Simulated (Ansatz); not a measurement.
Consider the following.

ZnIn2O4:
Space group I-4 (No. 82); a = 4.700 Å, b = 4.700 Å, c = 10.051 Å, α = 90.00°, β = 90.00°, γ = 90.00°

| atom | site | symmetry | x | y | z |
|---|---|---|---|---|---|
| In | 2b | -4.. | 0.0000 | 0.0000 | 0.5000 |
| In | 2d | -4.. | 0.5000 | 0.0000 | 0.2500 |
| Zn | 2a | -4.. | 0.0000 | 0.0000 | 0.0000 |
| O | 8g | 1 | 0.2793 | 0.2381 | 0.3875 |
(The calculation used a cell of 7 atoms; values per cell refer to that cell.)

This is the r²SCAN-relaxed structure.

Question: All from DFT-r²SCAN in the program Ansatz with PAW potentials, unless another level is named. Give the electron effective mass.

Answer: 0.23 mₑ (isotropic).

Question: And the HSE06 gap on the r²SCAN cell?

Answer: 2.37 eV.

Question: What about the gap with spin–orbit coupling?

Answer: 1.28 eV.

The cell is a constructed one: a structure type filled with these elements; neither database checked (COD, Materials Project) lists it. Its standing as an ambient phase is unchecked. Symmetry was held in the r²SCAN relaxation; its stability against distortions is not shown here. Scalar-relativistic: spin–orbit coupling is off unless named, which matters more the heavier the elements.

Potentials: the earlier of the program's two PAW sets.
